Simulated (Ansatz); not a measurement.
A geometry of ZrPbO₃ away from equilibrium: step 3 of the relaxation of a generated cell, ZrPbO3 built in the AFLOW prototype ABC3_hR10_161_a_a_b (as in LiNbO3). The numbers are results of r2SCAN (plane waves to 500 eV, PAW, scalar-relativistic; Ansatz, a program for electronic structure), not measurements. Γ-centred k-mesh 5×5×5 on the run's cell (coarser than for final values), Fermi–Dirac smearing 0.05 eV. The plane waves were selected for a different cell earlier on the path.

```xyz
10
Lattice="2.9086 1.6793 5.1203 -2.9086 1.6793 5.1203 0.0000 -3.3585 5.1203" Properties=species:S:1:pos:R:3 pbc="T T T"
Zr     0.0000     0.0000     4.5839
Zr     0.0000     0.0000    12.2644
Pb     0.0000     0.0000     0.2526
Pb     0.0000     0.0000     7.9330
O      1.8071    -0.1224     6.3257
O     -0.7976     1.6262     6.3257
O     -1.0095    -1.5039     6.3257
O      1.0095     1.8547     8.8859
O     -2.1110    -0.0530     8.8859
O      1.1014    -1.8016     8.8859
```

### Question
What forces act on the atoms (eV/Å)?

### Answer
```csv
atom,Fx,Fy,Fz
Zr1,0.00,0.00,-0.22
Zr2,0.00,0.00,-0.22
Pb3,0.00,0.00,0.85
Pb4,0.00,0.00,0.85
O5,-0.12,-2.68,-0.21
O6,2.38,1.24,-0.21
O7,-2.26,1.44,-0.21
O8,2.26,1.44,-0.21
O9,-2.38,1.24,-0.21
O10,0.12,-2.68,-0.21
```

The path ends in R3c (No. 161). No spin polarisation in the result.

The run could not lose the symmetry of its start, so the end can be a saddle point.

The end of the path is a generated cell of ZrPbO3: the first start was made by placing the elements on the sites of a structure type, and the end was not matched to a known phase here, so it may be hypothetical.
